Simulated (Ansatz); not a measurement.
Ta2O5:
```
Ta2O5
1.0
    3.83932     0.00000     0.00000
    0.00000     3.85882     0.00000
   -1.91710     0.00000     6.50126
Ta O
2 5
Cartesian
  0.96197   0.00000   5.15065
  0.96025   0.00000   1.35061
  0.96314   1.92941   5.19535
  0.95908   1.92941   1.30591
 -0.95727   0.00000   5.65790
  2.87949   0.00000   0.84336
  0.96111   0.00000   3.25063
```

Relaxed with PBEsol. PBEsol in the plane-wave PAW code Ansatz gives a gap of 2.17 eV.

Problem. What gap does HSE06 give on the same cell (Ansatz, PAW)?

Solution. 3.65 eV, 1.48 eV more. The hybrid was solved on a coarser mesh and at special points; its gap is the smallest among all of these.

```tsv
k	v1 PBEsol	c1 PBEsol	v1 HSE06	c1 HSE06
Γ	-0.59	2.21	?	?
Z	-0.29	4.31	-0.30	5.94
B	-0.76	2.17	-0.74	3.65
D	-0.30	4.15	?	?
Y2	-0.75	2.54	?	?
C2	0.00	3.25	?	?
```

Problem. Top valence (v1) and lowest conduction level (c1) in eV from each method's valence maximum (which need not be a listed point): supply the withheld HSE06 values.

Solution. 
- C2, v1 HSE06: 0.00
- C2, c1 HSE06: 4.83
- Γ, v1 HSE06: -0.55
- Γ, c1 HSE06: 3.70
- Y2, v1 HSE06: -0.72
- Y2, c1 HSE06: 4.04
- D, v1 HSE06: -0.30
- D, c1 HSE06: 5.82

Cost on shared cores: the PBEsol run (SCF on a 8×7×5 mesh, then bands and DOS) roughly 70 core-seconds, the HSE06 run (SCF on 5×4×3, then a few points) around 2.0 core-minutes (rough); the tasks are unlike.

Space group Cmmm. The first step of the workflow began from a Materials Project structure, measured or hypothetical; the Crystallography Open Database copy checked does not list it. COD files the formula under space group No. 49, so this cell is another polymorph or a model. Its standing as an ambient phase is unchecked. The cell was relaxed with PBEsol under the symmetry of its start; phonons on a q-mesh show weakly imaginary modes. No spin polarisation was allowed. Point labels and valley counts follow the cell and symmetry of the run, lower than the named group. Spin–orbit coupling is left out wherever it is not named.

Potentials: the earlier of the program's two PAW sets.
